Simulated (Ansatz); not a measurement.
Zr3V3O: what each run costs

Cell: 28 atoms, space group Fd-3m, a = 8.606 Å, b = 8.606 Å, c = 8.606 Å, α = 60.00°, β = 60.00°, γ = 60.00°.

All runs are DFT with Ansatz 0.2.0 on 2 threads of Arm Neoverse V2 (aarch64; 8 cores open to the job, memory cap 5.0 GiB, no GPU), a shared host.

(1) Rank the runs by wall time, shortest first.
A. single point at relaxed positions, r2SCAN, collinear spin, 500 eV, 5×5×5 k-points, smearing 0.05 eV
B. relaxation of the ions, PBE, collinear spin, 420 eV, 5×5×5 k-points, smearing 0.05 eV
C. single point, PBE, collinear spin, 420 eV, 5×5×5 k-points, smearing 0.05 eV

## Answers

(1) C (3.3 min, 2.2 GiB), B (8.2 min, 2.4 GiB), A (14 min, 4.3 GiB).
